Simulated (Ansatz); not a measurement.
InPd:
```
CELL_PARAMETERS angstrom
      3.24718     0.00000     0.00000
      0.00000     3.24718     0.00000
      0.00000     0.00000     3.24718
ATOMIC_POSITIONS crystal
  In 0.00000 0.00000 0.00000
  Pd 0.50000 0.50000 0.50000
```

Relaxed with PBEsol. Special points in fractions of this cell's reciprocal vectors: Γ (0.000, 0.000, 0.000); X (0.000, 0.500, 0.000); M (0.500, 0.500, 0.000); R (0.500, 0.500, 0.500).

Question: List the band energies nearest the Fermi level at these points for PBEsol in the plane-wave PAW code Ansatz.

Answer: In eV from the Fermi level; about four levels below and three above (degenerate sets whole), none deeper than 8.9 eV; points with the same levels are listed once.

| k | below | above |
|---|---|---|
| Γ | -3.99 -3.99 -2.39 -2.39 -2.39 | 4.15 4.15 4.15 |
| X | -3.42 -3.42 -2.47 -1.20 | 9.66 9.66 9.89 |
| M | -2.81 -2.81 -2.51 -2.51 -1.79 | 1.50 2.45 9.51 |
| R | -5.09 -5.09 -5.09 -1.75 -1.75 -0.10 | 3.73 3.73 3.73 |

Space group Pm-3m (CsCl type). The PBEsol relaxation kept the symmetry of its start; of distortions, only those at the zone centre were tested. No spin polarisation was allowed. Spin–orbit coupling is left out wherever it is not named.

Potentials: the later of the program's two PAW sets.
